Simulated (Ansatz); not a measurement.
A geometry of CsPbCl3 away from equilibrium: the start of the relaxation of a relaxed CsPbCl3 cell shaken by Gaussian noise of σ = 0.08 Å a coordinate. Level of theory: PBE (plane waves to 420 eV, PAW, scalar-relativistic; Ansatz, a quantum-chemistry and plane-wave program). Γ-centred k-mesh 4×4×4 on the run's cell (coarser than for final values), Fermi–Dirac smearing 0.05 eV.

```xyz
10
Lattice="4.0625 2.3455 6.4672 -4.0625 2.3455 6.4672 0.0000 -4.6910 6.4672" Properties=species:S:1:pos:R:3:forces:R:3 pbc="T T T" free_energy=-41646.605 pressure_GPa=0.4
Cs     0.0160    -0.0389     4.9742    0.0343    0.0321    0.0050
Cs     0.0568     0.0301    14.3984    0.0043   -0.0025    0.0756
Pb     0.0101    -0.0658     0.1110    0.0684    0.4971   -0.1780
Pb     0.1311     0.0381     9.8543   -0.3751   -0.1971   -0.3143
Cl    -0.4450     2.4221    11.4145   -0.0535   -0.4523   -0.2517
Cl    -1.7322    -1.6845    11.3735    0.0535    0.1233   -0.0986
Cl     2.2409    -0.7419    11.3403    0.0468    0.1024    0.0300
Cl     0.6664    -2.3757     8.0332   -0.1082    0.3567    0.2289
Cl     1.7346     1.6484     8.1225   -0.0226   -0.0626    0.0933
Cl    -2.3019     0.8959     8.0158    0.3522   -0.3972    0.4097
```

Positions in Å, forces in eV/Å, free energy of the cell in eV (comparable only within this code, potentials and settings). Largest force: 0.67 eV/Å, on Cl10 (atoms numbered as listed); the geometry lies 0.02 eV/atom above the end of its relaxation.

No spin polarisation in the result.

The end of the path is a generated cell of CsPbCl3: the first start was made by placing the elements on the sites of a structure type, and the end was not matched to a known phase here, so it may be hypothetical. Known forms of CsPbCl3 include space group No. 221.
